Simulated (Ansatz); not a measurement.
Zr4Al3 in space group P6/mmm (No. 191; Zr on 2e, Zr on 2d, Al on 3f) under volume change, the program Ansatz at the PBEsol level (PAW), shape and atoms relaxed at each volume.

```csv
V (Å³/atom),E − E(relaxed) (meV/atom),P (GPa)
17.493,?,?
18.070,27.1,7.92
18.647,6.4,3.67
19.223,0.0,0.00
19.800,?,?
20.377,22.4,-5.94
20.953,48.2,-8.32
```

Question: Complete the blanks.

Answer: 
- 19.800, E − E(relaxed) (meV/atom): 5.9
- 19.800, P (GPa): -3.19
- 17.493, E − E(relaxed) (meV/atom): 64.3
- 17.493, P (GPa): 12.83

Question: What does a third-order Birch–Murnaghan fit give for V₀, B₀ and B′?

Answer: V₀ = 19.22 Å³/atom, B₀ = 114 GPa, B′ = 3.8.

The workflow started from a Materials Project entry (that database holds measured and hypothetical structures alike); the Crystallography Open Database copy checked does not list it. Its standing as an ambient phase is unchecked. The cell was relaxed with PBEsol under the symmetry of its start; of distortions, only those at the zone centre were tested. The run is not spin-polarised.

Potentials: the later of the program's two PAW sets.
